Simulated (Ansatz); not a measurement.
BN (zinc blende, F-43m) at seven volumes, the program Ansatz at the LDA level (PAW), scaled uniformly. One row is withheld.

```json
[
 {"V (Å³/atom)": "5.222", "P (GPa)": "44.97"},
 {"V (Å³/atom)": "5.394", "P (GPa)": "?"},
 {"V (Å³/atom)": "5.566", "P (GPa)": "12.93"},
 {"V (Å³/atom)": "5.738", "P (GPa)": "-0.01"},
 {"V (Å³/atom)": "5.910", "P (GPa)": "-11.27"},
 {"V (Å³/atom)": "6.082", "P (GPa)": "-21.07"},
 {"V (Å³/atom)": "6.254", "P (GPa)": "-29.60"}
]
```

Fit the shown pressures and predict the withheld one.

P = (3/2)B₀(x^(7/2) − x^(5/2))[1 + (3/4)(B′ − 4)(x − 1)] with x = (V₀/V)^(2/3). Least squares on the six rows gives V₀ = 5.738 Å³/atom, B₀ = 402 GPa, B′ = 3.65. At V = 5.394, x = 1.0421 and P = 27.82 GPa. The run itself gave 27.83 GPa.

The LDA relaxation kept the symmetry of its start; phonons on a q-mesh show no instability.

Potentials: the later of the program's two PAW sets.
